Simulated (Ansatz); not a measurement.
Values for one crystal, relaxed and computed with the program Ansatz at the PBEsol level (PAW); other levels are named.

```yaml
volume_per_atom: 11.32 Å³
band_gap: 0.74 eV (indirect)
Pressure derivative B′: 3.9
Young's modulus: 276 GPa
HSE06 gap on the PBEsol cell: 1.60 eV
debye_temperature_from_the_elastic_constants: 897 K
valence_band_maximum: at Γ
```

### Question
Which compound is it?
A. Al2ZnS4, spinel
B. YN, rock salt
C. Si3N4, Fd-3m (Si on 16c, Si on 8b, N on 32e)
D. Al5C3N, P6_3mc (Pearson symbol hP18)

### Answer
D, Al5C3N, P6_3mc (Pearson symbol hP18)

The workflow started from a Materials Project entry (that database holds measured and hypothetical structures alike); the Crystallography Open Database files this formula in space group No. 186, but the cells were not matched. Its standing as an ambient phase is unchecked. The cell was relaxed with PBEsol under the symmetry of its start; whether a distortion lowers the energy is not shown.

Potentials: the later of the program's two PAW sets.
